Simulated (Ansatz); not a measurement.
Cs (simple cubic): energy against volume

Method: DFT, BLYP, plane waves (420 eV) with PAW, scalar-relativistic (Ansatz). (PAW data from PBE, frozen cores regenerated.)

The cell is scaled uniformly from the relaxed one, with fractional coordinates and shape fixed. Energies are extrapolated to zero smearing, pressures are those at the given smearing. Magnetic state: spin not included.

A Birch-Murnaghan fit gives V₀ = 146.53 Å³/atom, B₀ = 1.1 GPa, B₀′ = 4.3.

(1) What are the energy above the minimum and the pressure at 135.126 Å³/atom?

(2) What are the energy above the minimum and the pressure at 141.001 Å³/atom?

(3) What are the energy above the minimum and the pressure at 158.626 Å³/atom?

Results:

(1) 3.4 meV/atom and 0.11 GPa as computed.

(2) 0.7 meV/atom and 0.05 GPa as computed.

(3) 2.9 meV/atom and -0.06 GPa as computed.
